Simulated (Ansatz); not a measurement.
What does Ansatz print for the nuclei with this input?

The cell is a computed structure from the Materials Project (it need not be an observed phase), atoms as given.

```yaml
crystal:
  lattice:
    - [3.9085744827, 2.2566165297, 6.2480687011]
    - [-3.9085744827, 2.2566165297, 6.2480687011]
    - [0.0, -4.5132330594, 6.2480687011]
  atoms:
    - { symbol: "Y", position: [0.0, 0.5, 0.5] }
    - { symbol: "Y", position: [0.5, 0.5, 0.0] }
    - { symbol: "Y", position: [0.5, 0.0, 0.5] }
    - { symbol: Mg, position: [0.875415, 0.875415, 0.875415] }
    - { symbol: Mg, position: [0.124585, 0.124585, 0.124585] }
    - { symbol: Ti, position: [0.5, 0.5, 0.5], spin: 1.0 }
    - { symbol: S, position: [0.26795, 0.7332025, 0.7332025] }
    - { symbol: S, position: [0.2667975, 0.2667975, 0.73205] }
    - { symbol: S, position: [0.2543, 0.2543, 0.2543] }
    - { symbol: S, position: [0.2667975, 0.73205, 0.2667975] }
    - { symbol: S, position: [0.7457, 0.7457, 0.7457] }
    - { symbol: S, position: [0.7332025, 0.26795, 0.7332025] }
    - { symbol: S, position: [0.73205, 0.2667975, 0.2667975] }
    - { symbol: S, position: [0.7332025, 0.7332025, 0.26795] }
magnetization:
  spin_polarized: true
kpoints:
  mp_grid: { grid: [5, 5, 5] }
scf:
  occupations: { method: fermi_dirac, width: 0.05 }
hamiltonian:
  xc: r2scan
  pseudopotentials: { kind: paw }
output:
  forces: true
  stress: true
  populations: true
  efg:
    quadrupole_moments_barn: { Mg: 0.1994, Ti: 0.247, S: -0.0694 }
    contact_densities: true
```

```sh
ansatz run input.yaml --threads 1 --pin off --max-ram 3072MiB --backend cpu --events-out ev --progress --plain --runs-dir out
```

Of the output, the block on the nuclei alone is shown; the set-up, the SCF iterations, energies, forces and stress are cut. One atom of each set with nearly equal values is shown.

```
--- PAW observables at the nuclei: V_zz in 10²¹ V/m², potentials from the cell's mean, atoms counted from 1 ---
  atom   1  Y  V_zz =    +1.881757   η = 0.7620   by run symmetry: allowed
            electrostatic potential = -5710.730072 V   contact ρ = 443559.798757 e/Å³   contact ρ_s (e/Å³): all electrons +0.126431, valence +0.124481
  atom   4  Mg V_zz =    +0.178070   η = 0.0000   by run symmetry: allowed   C_q = +0.8586 MHz
            electrostatic potential = -1101.455033 V   contact ρ = 7782.795255 e/Å³   contact ρ_s (e/Å³): all electrons +0.179189, valence +0.174378
  atom   6  Ti V_zz =    -6.537108   η = 0.0000   by run symmetry: allowed   C_q = -39.0424 MHz
            electrostatic potential = -2523.199477 V   contact ρ = 56717.975610 e/Å³   contact ρ_s (e/Å³): all electrons -0.473322, valence +1.717772
  atom   7  S  V_zz =    +3.693362   η = 0.3895   by run symmetry: allowed   C_q = -6.1978 MHz
            electrostatic potential = -1632.732939 V   contact ρ = 19734.748351 e/Å³   contact ρ_s (e/Å³): all electrons -0.059075, valence -0.054099
  atom   9  S  V_zz =    +2.291520   η = 0.0000   by run symmetry: allowed   C_q = -3.8454 MHz
            electrostatic potential = -1632.937900 V   contact ρ = 19734.225064 e/Å³   contact ρ_s (e/Å³): all electrons +0.021630, valence +0.021284
```

Hardware: 1 thread of Arm Neoverse V1 (aarch64; 8 cores open to the job, memory cap 3.0 GiB, no GPU), a shared host with a load of 0.9 a core. Wall time 5.5 min, CPU time 5.5 min, peak memory 2 GiB.

The program didn't check the stability of this electronic state in full, so a lower one may lie near. Without spin–orbit coupling (the program notes it for Y) the gradients can shift somewhat, as the gap is small. With a gap of 0.5 eV on this mesh, small gradients can still move by 0.1 × 10²¹ V/m² or more as the k-mesh gets denser. All moments are parallel here, as the start or the cell imposes; many such compounds order antiparallel, where fields and spin densities carried over to other atoms largely cancel. The magnetic order is the one that the run reached from its start moments, not necessarily the measured one.
